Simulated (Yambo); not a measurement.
Yambo run on Rb2LiRhF6 (space group Fm-3m, No. 225). The wavefunctions are PBEsol (Quantum ESPRESSO, PseudoDojo norm-conserving, 88 Ry, no spin-orbit coupling) ones on a 2×2×2 mesh (40 occupied bands); a = 5.9344 Å, b = 5.9344 Å, c = 5.9344 Å, α = 60.00°, β = 60.00°, γ = 60.00°.

Yambo input:

```
rim_cut
gw0
dyson
el_el_corr
HF_and_locXC
mpa
em1d
RandQpts= 1000000
RandGvec= 1 Ry
EXXRLvcs= 88 Ry
VXCRLvcs= 352 Ry
Chimod= "HARTREE"
% BndsRnXm
 6 | 225 |
%
NGsBlkXm= 7 Ry
% LongDrXm
 1.0 | 1.0 | 1.0 |
%
EnSampXm= "2l"
EnGridXm= "lP"
% EnRngeXm
 0.0 | 40.0 | eV
%
% ImRngeXm
 2.72114 | 27.21138 | eV
%
% DmRngeXm
 0.02721 | 2.72114 | eV
%
ETStpsXm= 8
IntSolXm= "PT"
% GbndRnge
 1 | 225 |
%
GTermKind= "none"
DysSolver= "n"
ExtendOut
% QPkrange
 3 | 3 | 40 | 41 |
%
```

k points by index: 3 = X.

Resulting energies as the program prints them:

```
#    K-point    Band    Eo [eV]    E [eV]    E-Eo [eV]    Vxc [eV]    Vnlxc [eV]    Sc|Eo [eV]    Sc|E [eV]    dSc/dw|Eo [eV]    Re(Z)    Im(Z)
#
    3    40    0.000000    -1.167963    -1.167963    -23.23741    -29.70831    4.955168    5.302941    -8.103105    0.770542    0.001345
    3    41    1.621930    3.896580    2.274651    -22.64474    -16.73601    -3.029135    -3.634081    -7.237108    0.789906    0.002657
```
(The two width columns are left out.) Convergence of these settings isn't established.

Geometry of the Materials Project entry, not relaxed at this level.

The structure is a Materials Project entry; no match was found in the copy of COD used, and its stability was not checked.
